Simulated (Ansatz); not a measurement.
MoPt:
```xyz
2
Lattice="3.1403 0.0000 0.0000 0.0000 3.1403 0.0000 0.0000 0.0000 3.1403" Properties=species:S:1:pos:R:3 pbc="T T T"
Pt     0.0000     0.0000     0.0000
Mo     1.5701     1.5701     1.5701
```

This is the PBEsol-relaxed structure.

Question: All from DFT-PBEsol in the program Ansatz with PAW potentials, unless another level is named. Predict the bulk modulus (Birch–Murnaghan fit).

Answer: 272 GPa.

Question: Give the highest zone-centre frequency.

Answer: 25 cm⁻¹.

Question: Predict the elastic constants (relaxed ions, GPa).

Answer: C11 = 75.7, C12 = 370, C44 = 114.

Space group Pm-3m (CsCl type). The start of the workflow was typed in or built on a structure type; neither database checked (COD, Materials Project) lists it. Its standing as an ambient phase is unchecked. Symmetry was held in the PBEsol relaxation. At this level the phase is mechanically unstable. The run is not spin-polarised. Its formation energy is positive at this level, so the cell may be metastable or incomplete. As this level gives no gap, shear constants depend on the k-mesh and smearing (Fermi–Dirac, 0.1 eV here). As this level gives no gap, phonon frequencies hold no LO–TO term and depend on the k-mesh and smearing (Fermi–Dirac, 0.1 eV here). Spin–orbit coupling is left out wherever it is not named.

Potentials: the later of the program's two PAW sets.
